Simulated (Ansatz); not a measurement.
Ge2Sb2Te5:
```
CELL_PARAMETERS angstrom
      4.24739     0.00000     0.00000
     -2.12370     3.67835     0.00000
      0.00000     0.00000    17.34563
ATOMIC_POSITIONS crystal
  Ge 0.33333 0.66667 0.90128
  Ge 0.66667 0.33333 0.09872
  Sb 0.00000 0.00000 0.68851
  Sb 0.00000 0.00000 0.31149
  Te 0.00000 0.00000 0.00000
  Te 0.66667 0.33333 0.80505
  Te 0.33333 0.66667 0.19495
  Te 0.33333 0.66667 0.59036
  Te 0.66667 0.33333 0.40964
```

Relaxed with r²SCAN+D4.

Task: Decompose the optical modes at the zone centre into irreducible representations, and say which are infrared and Raman allowed.

Result: Point group -3m: Γ_opt = 4A1g + 4A2u + 4Eg + 4Eu. Infrared: A2u, Eu. Raman: A1g, Eg.

Task: Assign frequencies (DFPT, DFT-r²SCAN+D4 in the program Ansatz with PAW potentials; without the LO–TO term).

Result: Eu 57i, Eg 28, A1g 43, Eu 52, A2u 70, Eg 78, Eg 94, A1g 102, Eu 106, Eu 110, A2u 114, Eg 118, A2u 124, A1g 163, A2u 172, A1g 174 cm⁻¹.

Space group P-3m1. Symmetry was held in the r²SCAN+D4 relaxation. At this level the phase is dynamically unstable (imaginary phonons). Spin–orbit coupling is left out wherever it is not named.

Potentials: the later of the program's two PAW sets.
